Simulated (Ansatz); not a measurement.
AlNi3:
```
CELL_PARAMETERS angstrom
      3.56679     0.00000     0.00000
      0.00000     3.56679     0.00000
      0.00000     0.00000     3.56679
ATOMIC_POSITIONS crystal
  Al 0.00000 0.00000 0.00000
  Ni 0.00000 0.50000 0.50000
  Ni 0.50000 0.00000 0.50000
  Ni 0.50000 0.50000 0.00000
```
The run is spin-polarised; directions of the spins, atom by atom: 0 0 0 0.

Relaxed with PBE.

Give the Bader charges and basin volumes of the independent atoms, DFT-PBE in the program Ansatz with PAW potentials.



```json
[
 {"atom": "Al1", "Bader charge (e)": "+1.84", "Bader volume (Å³)": "5.8"},
 {"atom": "Ni2", "Bader charge (e)": "-0.61", "Bader volume (Å³)": "13.2"}
]
```

Space group Pm-3m (Cu3Au type). Symmetry was held in the PBE relaxation. Magnetic state: ferromagnetic, the only order run, not a proven ground state.

Potentials: the later of the program's two PAW sets.
